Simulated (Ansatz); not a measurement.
AgW:
```
AgW
1.0
    2.65981     0.00000     0.00000
    0.00000     2.65981     0.00000
    0.00000     0.00000     4.48255
Ag W
1 1
Direct
  0.00000   0.00000   0.00000
  0.50000   0.50000   0.50000
```

Relaxed with PBEsol. Special points in fractions of this cell's reciprocal vectors: Γ (0.000, 0.000, 0.000); X (0.000, 0.500, 0.000); M (0.500, 0.500, 0.000); Z (0.000, 0.000, 0.500); R (0.000, 0.500, 0.500); A (0.500, 0.500, 0.500).

List the band energies nearest the Fermi level at these points for PBEsol with spin–orbit coupling in the plane-wave PAW code Ansatz.

In eV from the Fermi level; about four levels below and three above (degenerate sets whole), none deeper than 8.9 eV; points with the same levels are listed once.

| k | below | above |
|---|---|---|
| Γ | -2.63 -2.63 -0.08 -0.08 | 2.80 2.80 3.17 3.17 |
| X | -3.53 -3.53 -2.33 -2.33 | 0.46 0.46 1.16 1.16 |
| M | -2.46 -2.46 -2.20 -2.20 | 0.13 0.13 0.32 0.32 |
| Z | -3.34 -3.34 -1.78 -1.78 | 2.12 2.12 2.44 2.44 |
| R | -1.48 -1.48 -0.71 -0.71 | 0.21 0.21 1.49 1.49 |
| A | -2.45 -2.45 -2.44 -2.44 | 1.14 1.14 7.17 7.17 |

Space group P4/mmm (L1₀ or tetragonal B2). The start of the workflow was typed in or built on a structure type; neither database checked (COD, Materials Project) lists it. Its standing as an ambient phase is unchecked. Symmetry was held in the PBEsol relaxation. At this level the phase is mechanically unstable. No spin polarisation was allowed. Its formation energy is positive at this level, so the cell may be metastable or incomplete.

Potentials: the later of the program's two PAW sets.
